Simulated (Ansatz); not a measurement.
## Property card for Sr₂FeH₆

Sr2FeH6:
```yaml
crystal:
  lattice:
    - [0.00000, 3.63031, 3.63031]
    - [3.63031, 0.00000, 3.63031]
    - [3.63031, 3.63031, 0.00000]
  atoms:
    - { symbol: Sr, position: [0.75000, 0.75000, 0.75000] }
    - { symbol: Sr, position: [0.25000, 0.25000, 0.25000] }
    - { symbol: Fe, position: [0.00000, 0.00000, 0.00000] }
    - { symbol: H, position: [0.78107, 0.78107, 0.21893] }
    - { symbol: H, position: [0.21893, 0.21893, 0.78107] }
    - { symbol: H, position: [0.21893, 0.78107, 0.78107] }
    - { symbol: H, position: [0.78107, 0.21893, 0.21893] }
    - { symbol: H, position: [0.78107, 0.21893, 0.78107] }
    - { symbol: H, position: [0.21893, 0.78107, 0.21893] }
```

Space group Fm-3m (No. 225); conventional cell a = 7.261 Å, b = 7.261 Å, c = 7.261 Å, α = 90.00°, β = 90.00°, γ = 90.00°.

Method: LDA (plane waves, PAW; program Ansatz). Structure relaxed to zero pressure with the same functional. Other levels are named where they apply.

### Cell and energy

```
Item                                                           Value
-----------------------------------------------------  -------------
Volume per atom                                             10.63 Å³
Density                                                   4.12 g/cm³
Formation energy from the elements (no fitted shifts)  -666 meV/atom
```

### Electronic structure

```
Property                                                                    Result
--------------------------------------------  ------------------------------------
Band gap                                                        1.11 eV (indirect)
Valence-band maximum                                                          at Γ
Conduction-band minimum                                at X (3 equivalent valleys)
Smallest direct gap on the standard path                                   1.21 eV
Electron effective mass                       0.71, 1.4, 1.4 mₑ (principal values)
Hole effective mass, band 1 of 3 at the edge                   12 along [111] (mₑ)
Hole effective mass, band 2 of 3 at the edge  9.8 along [110], 12 along [111] (mₑ)
Hole effective mass, band 3 of 3 at the edge                  3.2 along [100] (mₑ)
```

### Mechanics

```
Property                                                                       Value
--------------------------------------------  --------------------------------------
Bulk modulus (Birch–Murnaghan fit)                                          58.9 GPa
Pressure derivative B′                                                           4.0
Elastic constants (relaxed ions, GPa)              C11 = 119, C12 = 28.7, C44 = 31.6
Mechanical stability                          stable (all eigenvalues of C positive)
Hill bulk and shear moduli                                         58.9 and 36.5 GPa
Young's modulus                                                             90.8 GPa
Poisson's ratio                                                                 0.24
Debye temperature from the elastic constants                                   447 K
```

### Dielectric response

```
Quantity                                                                          Value
--------------------------------------------------------  -----------------------------
Electronic dielectric constant ε∞ (DFPT)                                           4.69
Static dielectric constant ε0 (ions relaxed, cell fixed)                           10.6
Born charges (a third of the trace)                       Sr +2.25, Fe -2.21, H -0.38 e
```

### Phonons

```
Quantity                                                                   Value
--------------------------------------------------  ----------------------------
Highest zone-centre frequency (without LO–TO term)                     1706 cm⁻¹
Zone-centre stability                                     no imaginary mode at Γ
Dynamical stability on the path                     stable (no imaginary branch)
Zero-point energy                                                 143.6 meV/atom
Vibrational entropy at 300 K                             13.1 J/(K·mol of atoms)
```

The first step of the workflow began from a Materials Project structure, measured or hypothetical; the Crystallography Open Database copy checked does not list it. Its standing as an ambient phase is unchecked. The LDA relaxation kept the symmetry of its start. No spin polarisation was allowed. The references are the lowest solids computed at this level, not always the standard phases (solids in place of the gases). Spin–orbit coupling is left out wherever it is not named.

Potentials: the later of the program's two PAW sets.
